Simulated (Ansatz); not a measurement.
Relaxed-ion elastic tensor of SnSe (rock salt, Fm-3m) in GPa (Voigt order), plane-wave PAW r²SCAN (Ansatz code); density 6.03 g/cm³, 27.20 Å³ per atom.

|  | 1 | 2 | 3 | 4 | 5 | 6 |
|---|---|---|---|---|---|---|
| 1 | 136 | 11.9 | 11.9 | 0.0 | 0.0 | 0.0 |
| 2 | 11.9 | 136 | 11.9 | 0.0 | 0.0 | 0.0 |
| 3 | 11.9 | 11.9 | 136 | 0.0 | 0.0 | 0.0 |
| 4 | 0.0 | 0.0 | 0.0 | 18.1 | 0.0 | 0.0 |
| 5 | 0.0 | 0.0 | 0.0 | 0.0 | 18.1 | 0.0 |
| 6 | 0.0 | 0.0 | 0.0 | 0.0 | 0.0 | 18.1 |

**Question.** Is the crystal mechanically stable?

**Answer.** Yes: the smallest eigenvalue of C is 18.1 GPa.

**Question.** Work out the Voigt, Reuss and Hill averages.

**Answer.** K_V = 53.2, K_R = 53.2, K_H = 53.2; G_V = 35.7, G_R = 25.3, G_H = 30.5 GPa.

**Question.** Give Young's modulus, Poisson's ratio, Pugh's ratio and the universal anisotropy index.

**Answer.** E = 9KG/(3K + G) = 76.9 GPa; ν = 0.26; K/G = 1.74 (near the Pugh limit of 1.75, no verdict); A_U = 5G_V/G_R + K_V/K_R − 6 = 2.06.

**Question.** Estimate the sound speeds and the Debye temperature.

**Answer.** v_l = √((K + 4G/3)/ρ) = 3950 m/s, v_t = √(G/ρ) = 2250 m/s, mean 2500 m/s; Θ = (h/k)(3n/4πV)^(1/3) v_m = 247 K.

**Question.** Give the Zener ratio and Young's modulus along [100], [110] and [111].

**Answer.** A = 2C44/(C11 − C12) = 0.29; 1/E = S11 − 2(S11 − S12 − S44/2)Γ with Γ = 0, 1/4, 1/3 gives 134, 58.1, 48.9 GPa.

A made-up cell: these elements were put on the sites of a structure type; the Crystallography Open Database files this formula in space group No. 225, but the cells were not matched. It is not the phase usual at ambient conditions (space group No. 62). Symmetry was held in the r²SCAN relaxation; its stability against distortions is not shown here. As this level gives no gap, shear constants depend on the k-mesh and smearing (Fermi–Dirac, 0.1 eV here). Spin–orbit coupling is left out wherever it is not named.

Potentials: the later of the program's two PAW sets.
